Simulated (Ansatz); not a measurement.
# Structures of NbW$_{2}$: which is lowest?

Plane-wave DFT in Ansatz with scalar-relativistic PAW potentials, cutoff 420 eV, Γ-centred meshes chosen by cell and gap, Gaussian smearing with energies taken to zero width. Every cell was relaxed (cell and atoms) in a run of its own, within the symmetry of its start. Functional: PBE.

Relaxed structures (starts from databases or built by putting these elements on another compound's sites):
A. P6/mmm, 3 atoms in the computed cell, a = 4.778 Å, c = 2.608 Å; sites (symmetry × multiplicity) Nb 6/mmm × 1, W -6m2 × 2; start: built
B. I4/mmm, 3 atoms in the computed cell, a = 3.215 Å, c = 9.695 Å; sites (symmetry × multiplicity) Nb 4/mmm × 2, W 4mm × 4; start: built

Q: Rank them by energy. Could pressure change the order?

A:
```tsv
structure	group	E − E(lowest) (meV/atom)	V (Å³/atom)	gap on mesh (eV)
B	I4/mmm	0.0	16.70	0.00
A	P6/mmm	465	17.19	0.00
```

B is lowest, 465 meV/atom under A. The lowest is also the densest of these, so pressure wouldn't bring one of the others in at first order. Other structures may lie lower than all of these, and vibrations aren't counted.

Spin-orbit coupling is left out, which matters for the bands of heavy elements.